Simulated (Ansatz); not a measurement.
Ca(CdAs)2 (space group P-3m1)

```
Ca(CdAs)2
1.0
    4.40788     0.00000     0.00000
   -2.20394     3.81733     0.00000
    0.00000     0.00000     7.19731
Ca Cd As
1 2 2
Direct
  0.00000   0.00000   0.00000
  0.33333   0.66667   0.63374
  0.66667   0.33333   0.36626
  0.33333   0.66667   0.23753
  0.66667   0.33333   0.76247
```

The slice is a (0001) plane (indices of the conventional cell) through the point (0.333, 0.667, 0.237) (fractional), spanned by u = [110] and v = [1 -1 0] in vectors of this cell: u (4.41 Å) and v (7.63 Å, at 90° to u). It covers one period; positions are fractions (u, v).

All values below come from r2SCAN (plane waves to 500 eV, PAW, scalar-relativistic; Ansatz, a quantum-chemistry and plane-wave program). k mesh 9×9×5. Near the nuclei the fields are pseudised (PAW); where an atom keeps semicore shells as valence, they peak there. Ca(CdAs)2 was relaxed with its symmetry unable to fall.

Sketch the electron localisation function (ELF) on this plane as a map.


```
|xxxx559999996633222222336699999955xx|
|xx5588999988442222222222448899998855|
|888899999966222222222222226699999988|
|999999997744222233333322224477999999|
|999999885522222233443322222255889999|
|888877663322222233443322222233667788|
|555544332222222222332222222222334455|
|222211111122222222222222222211111122|
|000000111122222222222222222211110000|
|000000112244555555555555554422110000|
|000000225577889999999999887755220000|
|000011447799999999999999999977441100|
|000022668899999988888899999988662200|
|111144779999998855xx5588999999774411|
|1122448899998855xxxxxx55889999884422|
|22224477999988xxxxxxxxxx889999774422|
|2222336699999955xxxxxx55999999663322|
|222222448899998855xx5588999988442222|
|222222226699999988888899999966222222|
|333322224477999999999999997744222233|
|443322222255889999999999885522222233|
|443322222233667788888877663322222233|
|332222222222334455555544332222222222|
|222222222211111122222211111122222222|
|222222222211110000000000111122222222|
|555555554422110000000000112244555555|
|999999887755220000000000225577889999|
|999999999977441100000011447799999999|
|888899999988662200000022668899999988|
|xx5588999999774411111144779999998855|
|xxxx558899998844221122448899998855xx|
|xxxxxx88999977442222224477999988xxxx|
```
Scale: ten equal steps from 0.02 (start of '0') to 0.70 (end of '9'), in the order '0123456789'. Values: electron localisation function (ELF). The map has 18 points along u (two characters each, u = 0 at the left) and 32 along v (v = 0 in the bottom row). Points within 0.5 Å of a nucleus are blanked (x), as the pseudised field means little there.
